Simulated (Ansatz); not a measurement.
Total density of states per atom from LDA (plane waves, PAW; program Ansatz), in 0.25 eV bins, energy from the Fermi level:

```
E (eV)  states/eV/atom
------  --------------
-7.85             0.07
-7.60             0.21
-7.35             0.27
-7.10             0.28
-6.85             0.31
-6.60             0.32
-6.35             0.26
-6.10             0.25
-5.85             0.29
-5.60             0.46
-5.35             0.47
-5.10             0.37
-4.85             0.28
-4.60             0.39
-4.35             0.37
-4.10             0.27
-3.85             0.23
-3.60             0.26
-3.35             0.34
-3.10             0.45
-2.85             0.49
-2.60             0.48
-2.35             0.39
-2.10             0.33
-1.85             0.45
-1.60             0.66
-1.35             0.60
-1.10             0.62
-0.85             0.67
-0.60             0.43
-0.35             0.45
-0.10             0.23
0.15              0.04
0.40              0.06
0.65              0.08
0.90              0.11
1.15              0.13
1.40              0.17
1.65              0.28
1.90              0.38
2.15              0.33
2.40              0.16
2.65              0.11
2.90              0.08
3.15              0.05
3.40              0.02
3.65              0.01
3.90              0.01
4.15              0.02
4.40              0.02
4.65              0.03
```

Question: Which compound is it?
A) Si, β-Sn type
B) CdSiN2, R-3m (Cd on 3b, Si on 3a, N on 6c)
C) Cu3PdN, anti-perovskite
D) HfSi, Pnma (Si on 4c, Hf on 4c)

Answer: B, CdSiN2, R-3m (Cd on 3b, Si on 3a, N on 6c). Within 0.5 eV of the Fermi level: N 2p 82 %, outside the projected shells 11 %. Projections are on Löwdin-orthogonalised atomic valence shells; empty p or d shells of many metals are not among them.

The start of the workflow was typed in or built on a structure type; neither database checked (COD, Materials Project) lists it. Whether it is the stable phase at ambient conditions was not checked. The cell was relaxed with LDA under the symmetry of its start; its stability against distortions is not shown here. The volume moved by -46 % from the start of the relaxation. Scalar-relativistic: spin–orbit coupling is off unless named, which matters more the heavier the elements.

Potentials: the later of the program's two PAW sets.
